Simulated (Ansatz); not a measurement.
CoSi (FeSi type, space group P2_13)

Space group P2₁3 (No. 198); a = b = c = 4.383 Å, α = β = γ = 90.00°

```tsv
atom	site	symmetry	x	y	z
Co	4a	.3.	0.1456	0.1456	0.1456
Si	4a	.3.	0.8437	0.8437	0.8437
```

E(V) scan at fixed shape, V₀ the volume above. The atoms relax within the cell's symmetry.

Level of theory: r2SCAN (plane waves to 500 eV, PAW, scalar-relativistic; Ansatz, a first-principles code). k mesh 11×11×11 (Γ-centred), Fermi-Dirac smearing 0.05 eV. The energy includes the smearing's −TS. Compression counts positive. At this level the bands of CoSi touch or barely overlap. CoSi is run without spin polarisation. CoSi was relaxed with its symmetry unable to fall. ΔE is measured from the relaxed starting cell.

| V (Å³/cell) | ΔE (meV/atom) | P (GPa) |
|---|---|---|
| 75.78 | ? | 33.0 |
| 77.19 | ? | 26.2 |
| 78.59 | 41 | 19.9 |
| 79.99 | ? | 14.2 |
| 81.40 | 10 | 9.0 |
| 82.80 | 2 | 4.3 |
| 84.20 | 0 | 0.0 |
| 85.61 | 2 | -3.9 |
| 87.01 | 8 | -7.4 |
| 88.41 | 18 | -10.6 |
| 89.82 | 32 | -13.5 |
| 91.22 | 48 | -16.0 |
| 92.63 | ? | -18.3 |

### Question
Fill in the missing entries.

### Answer

- 75.78, ΔE (meV/atom): 98
- 77.19, ΔE (meV/atom): 66
- 79.99, ΔE (meV/atom): 22
- 92.63, ΔE (meV/atom): 67

(A scan under strain: stresses follow from slopes of the energy per volume, elastic moduli from its curvatures.)
